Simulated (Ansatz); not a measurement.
Given:

TePdSe:
```
TePdSe
1.0
    3.87125     0.00000     0.00000
   -1.93562     3.35260     0.00000
    0.00000     0.00000     4.82912
Te Pd Se
1 1 1
Cartesian
  0.00000   0.00000   3.49021
  0.00000   2.23507   0.05346
  1.93562   1.11753   1.28546
```

This is the LDA-relaxed structure.

Q: All from DFT-LDA in the program Ansatz with PAW potentials, unless another level is named. Predict the highest zone-centre frequency.

A: 204 cm^-1.

Q: And the bulk modulus (Birch–Murnaghan fit)?

A: 78.4 GPa.

Space group P3m1. The first step of the workflow began from a Materials Project structure, measured or hypothetical; the Crystallography Open Database copy checked does not list it. With Te and Se taken as one species the cell has the higher symmetry P-3m1, so it may be an ordered model of a mixed-site phase. Its standing as an ambient phase is unchecked. The cell was relaxed with LDA under the symmetry of its start; whether a distortion lowers the energy is not shown. No spin polarisation was allowed. A crystal of weakly bound layers computed without a dispersion correction: the cell and the soft elastic constants depend strongly on that. As this level gives no gap, phonon frequencies hold no LO–TO term and depend on the k-mesh and smearing (Fermi–Dirac, 0.1 eV here). Scalar-relativistic: spin–orbit coupling is off unless named, which matters more the heavier the elements.

Potentials: the later of the program's two PAW sets.
